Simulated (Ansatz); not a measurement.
HfO$_{2}$ (fluorite)

```xyz
6
Lattice="0.0000 5.0981 5.0981 2.5491 2.5491 5.0981 2.5491 2.5491 0.0000" Properties=species:S:1:pos:R:3 pbc="T T T"
Hf     0.0000     0.0000     0.0000
Hf     2.5491     5.0981     7.6472
O      1.2745     6.3727     6.3727
O      1.2745     3.8236     3.8236
O      3.8236     3.8236     3.8236
O      3.8236     6.3727     6.3727
```

The atoms are displaced by Q × the pattern below (from a DFPT mode at X = (0.5, 0.5, 0.0), largest move 1; Q in Å), at fixed cell. (q is in reciprocal vectors of the primitive cell; the cell shown is doubled to hold the pattern.)

```csv
atom,x,y,z
O3,0.000,0.000,1.000
O4,0.000,0.000,-1.000
O5,0.000,0.000,1.000
O6,0.000,0.000,-1.000
```

Atoms not listed stay in place.

Level of theory: PBE (plane waves to 420 eV, PAW, scalar-relativistic; Ansatz, a first-principles code). k mesh 11×11×11 (Γ-centred), Fermi-Dirac smearing 0.05 eV. HfO2 is run without spin polarisation. HfO2 was relaxed with its symmetry unable to fall. Spin-orbit coupling is left out, though Hf is heavy. The PAW data are Ansatz's earlier set. This is a high-temperature form of HfO2.

At one point of the scan the forces (eV/Å) are:

```json
[
 {"atom": "Hf1", "Fx": "0.000", "Fy": "0.000", "Fz": "0.000"},
 {"atom": "Hf2", "Fx": "0.000", "Fy": "0.000", "Fz": "0.000"},
 {"atom": "O3", "Fx": "0.000", "Fy": "0.000", "Fz": "-0.825"},
 {"atom": "O4", "Fx": "0.000", "Fy": "0.000", "Fz": "0.825"},
 {"atom": "O5", "Fx": "0.000", "Fy": "0.000", "Fz": "-0.825"},
 {"atom": "O6", "Fx": "0.000", "Fy": "0.000", "Fz": "0.825"}
]
```

Task: Which point is it?
A) Q = 0.440 Å
B) Q = -0.220 Å
C) Q = -0.147 Å
D) Q = 0.367 Å

Result: D, Q = 0.367 Å

(For displaced atoms, the force is minus the slope of the energy, and its curvature is a force constant, which sets phonon frequencies.)
